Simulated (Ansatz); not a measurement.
Diamond Ge (110), 3 layers, DFT, PBE, all-electron LAPW, scalar-relativistic (Ansatz 0.2.0), on 2 threads of Arm Neoverse V2 (shared host).

Command: `ansatz run input.yaml --threads 2 --pin off --max-ram 4096MiB --backend cpu --events-out ev --progress --plain --runs-dir out`

```yaml
crystal:
  lattice:
    - [4.0736070244, 0.0, 0.0]
    - [0.0, 5.7609503017, 0.0]
    - [0.0, 0.0, 20.0736]
  atoms:
    - { symbol: Ge, position: [0.75, 0.1190999919, 0.4011007003] }
    - { symbol: Ge, position: [0.25, 0.8809000081, 0.4011007003] }
    - { symbol: Ge, position: [0.25, 0.6227909738, 0.5000000004] }
    - { symbol: Ge, position: [0.75, 0.3772090262, 0.5000000004] }
    - { symbol: Ge, position: [0.75, 0.1190999904, 0.5988992993] }
    - { symbol: Ge, position: [0.25, 0.8809000096, 0.5988992993] }
kpoints:
  mp_grid: { grid: [8, 5, 1] }
scf:
  occupations: { method: fermi_dirac, width: 0.02 }
hamiltonian:
  xc: pbe
  pseudopotentials: { kind: all_electron, lapw: { basis_error: 0.001 } }
output:
  forces: true
  stress: true
  eigenvalues: true
efield:
  axis: 3
  amplitude: 0.5
  dipole_correction: true
```

Task: How large is the problem that the program sets up?

Result: 15 irreducible k-points, 5977 plane waves at Γ, 80 bands.

Task: About how long does it take, and how much memory?

Result: 3.3 min of wall time for 10 SCF iterations, with a peak of 1.3 GiB. Times on shared machines scatter by tens of per cent.
